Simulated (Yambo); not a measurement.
Yambo run on KOH (space group P2_1/c, No. 14). The wavefunctions are PBEsol (pw.x of Quantum ESPRESSO, ONCV potentials, without SOC) ones on a 2×4×2 mesh (32 occupied bands); a = 5.6468 Å, b = 3.9683 Å, c = 7.8519 Å, α = γ = 90.00°, β = 112.62°.

Yambo input:

```
rim_cut
gw0
dyson
el_el_corr
HF_and_locXC
cohsex
em1s
RandQpts= 1000000
RandGvec= 1 Ry
EXXRLvcs= 84 Ry
VXCRLvcs= 336 Ry
Chimod= "HARTREE"
% BndsRnXs
 1 | 179 |
%
NGsBlkXs= 6 Ry
% LongDrXs
 1.0 | 1.0 | 1.0 |
%
ExtendOut
% QPkrange
 1 | 1 | 32 | 33 |
 7 | 7 | 32 | 32 |
%
```

k points by index: 1 = Γ, 7 = (-0.5, 0, 0).

Resulting energies as the program prints them:

```
#    K-point    Band    Eo [eV]    E [eV]    E-Eo [eV]    Vxc [eV]    Vnlxc [eV]    Sc|Eo [eV]    Re(Z)    Im(Z)
#
    1    32    -0.003585    -3.218370    -3.214786    -18.62159    -24.54145    2.705070    1.000000    0.000000
    1    33    3.858584    4.125940    0.267356    -9.217381    -4.994327    -3.955698    1.000000    0.000000
    7    32    0.000000    -3.206756    -3.206756    -18.64771    -24.57270    2.718233    1.000000    0.000000
```
(The two width columns are left out.) Convergence of these settings isn't established.

Geometry of the Materials Project entry, not relaxed at this level.
